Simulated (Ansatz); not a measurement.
A geometry of NiO away from equilibrium: step 2 of the relaxation of a relaxed NiO cell, doubled along one cell vector, shaken by Gaussian noise of σ = 0.08 Å a coordinate. Level of theory: r2SCAN (plane waves to 500 eV, PAW, scalar-relativistic; Ansatz, a first-principles code). Γ-centred k-mesh 5×9×9 on the run's cell (coarser than for final values), Fermi–Dirac smearing 0.05 eV.

```xyz
4
Lattice="0.0071 4.1700 4.1707 2.0894 -0.0007 2.0896 2.0899 2.0898 -0.0012" Properties=species:S:1:pos:R:3:forces:R:3 pbc="T T T" free_energy=-12827.151 pressure_GPa=-0.9
O     -0.0129    -0.1279     0.0906    0.2239    0.3575   -0.0953
O     -0.0078     2.0515     2.0599    0.1849   -0.1588    0.7368
Ni     2.0927     2.0369     2.1632    0.0247   -0.2500   -0.5392
Ni     2.1281     4.0982     4.2555   -0.4334    0.0513   -0.1022
```

Positions in Å, forces in eV/Å, free energy of the cell in eV (comparable only within this code, potentials and settings). Largest force: 0.78 eV/Å, on O2 (atoms numbered as listed); the geometry lies 0.02 eV/atom above the end of its relaxation.

Spin-polarised start, with parallel moments on Ni.

Spin state reached: antiferromagnetic (net 0.00 μB/atom), from parallel starting moments; other spin orders were not run from this start. No Hubbard U is applied.

The end of the path is a generated cell of NiO: the first start was made by placing the elements on the sites of a structure type, and the end was not matched to a known phase here, so it may be hypothetical. Known forms of NiO include space group No. 225.
